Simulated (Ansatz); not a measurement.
This cell of PbS (rock salt) is off equilibrium:

```yaml
crystal:
  lattice:
    - [0.00000, 2.98725, 2.98725]
    - [2.98725, 0.00000, 2.98725]
    - [2.98725, 2.98725, 0.00000]
  atoms:
    - { symbol: S, position: [0.00000, 0.00000, 0.00000] }
    - { symbol: Pb, position: [0.50000, 0.50000, 0.55326] }
```

Level of theory: r2SCAN (plane waves to 500 eV, PAW, scalar-relativistic; Ansatz, an electronic-structure program). k mesh 8×8×8 (Γ-centred), Fermi-Dirac smearing 0.05 eV. Energies are smeared free energies. Compression counts positive. PbS was relaxed with its symmetry unable to fall. Spin-orbit coupling is left out, though Pb is heavy.

Question: Predict the force on every atom, in eV/Å.

Answer: 
```tsv
atom	Fx	Fy	Fz
S1	0.105	0.105	0.000
Pb2	-0.105	-0.105	0.000
```

Question: What is the stress tensor (GPa)?

Answer: 
```
   1.05     0.28     0.00
   0.28     1.05     0.00
   0.00     0.00     0.15
```
The pressure, a third of the trace, is 0.75 GPa.

Question: In it atom 2 sits (0.159, 0.159, 0.000) Å away from its relaxed site. What is its energy relative to the relaxed cell?

Answer: 10.5 meV/cell.

(A displaced cell: forces are minus the slopes of the energy, force constants its curvatures, and phonons follow from these.)
